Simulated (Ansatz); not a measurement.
Level of theory: DFT PBE, scalar-relativistic, plane waves, PAW in Ansatz. Settings: cutoff 420 eV, Γ-centred meshes spaced at most about 0.3 Å⁻¹, and about 0.25 Å⁻¹ or finer for metals (2π included), Gaussian smearing. Collinear spin in cells that started with moments and kept them past the coarse steps, no spin elsewhere.

All energies are static (0 K, no zero-point motion).

Two forms of Cs2Gd were relaxed alike.

A. (site moments Gd 7.6 μB)

```yaml
crystal:
  lattice:
    - [4.22959, 0.00000, 0.00000]
    - [0.00000, 4.22959, 0.00000]
    - [0.00000, 0.00000, 11.80520]
  atoms:
    - { symbol: Cs, position: [0.50000, 0.50000, 0.28550] }
    - { symbol: Cs, position: [0.50000, 0.50000, 0.71450] }
    - { symbol: Gd, position: [0.00000, 0.00000, 0.00000] }
```

B. (site moments Cs 0.2 (×2); Gd 7.6 μB)

```yaml
crystal:
  lattice:
    - [0.00000, 5.16131, 5.16131]
    - [5.16131, 0.00000, 5.16131]
    - [5.16131, 5.16131, 0.00000]
  atoms:
    - { symbol: Cs, position: [0.25000, 0.25000, 0.25000] }
    - { symbol: Cs, position: [0.75000, 0.75000, 0.75000] }
    - { symbol: Gd, position: [0.00000, 0.00000, 0.00000] }
```

**Question.** Which is lower in energy, and by how much?

**Answer.** A is lower, by 0.31 eV/atom. A has space group P4/mmm (No. 123), 70.4 Å³/atom and no gap on its mesh; B has the fluorite type, space group Fm-3m (No. 225), 91.7 Å³/atom and no gap. Counting all near atoms (those within 1.25 times the shortest distance at each site; a plus sign parts nearer from farther groups), A has Cs 8+1, Gd 12 and B has Cs 4+6, Gd 8. The denser one is the lower, and pressure would at first widen the difference. Even the lower one lies +0.53 eV/atom against the reference forms of the elements (uncorrected), so neither is stable at this level. In A, Cs is surrounded by 4 Cs at 4.23 Å, 4 Gd at 4.51 Å and 1 Cs at 5.06 Å; around Gd lie 4 Gd at 4.23 Å and 8 Cs at 4.51 Å. In B, Cs is surrounded by 4 Gd at 4.47 Å and 6 Cs at 5.16 Å; Gd has 8 Cs at 4.47 Å. Both come from invented guesses.

The 4f shell of Gd is treated without a Hubbard U, which places its levels poorly. Another magnetic order may lie lower. Cells relaxed within their symmetry can be saddle points.
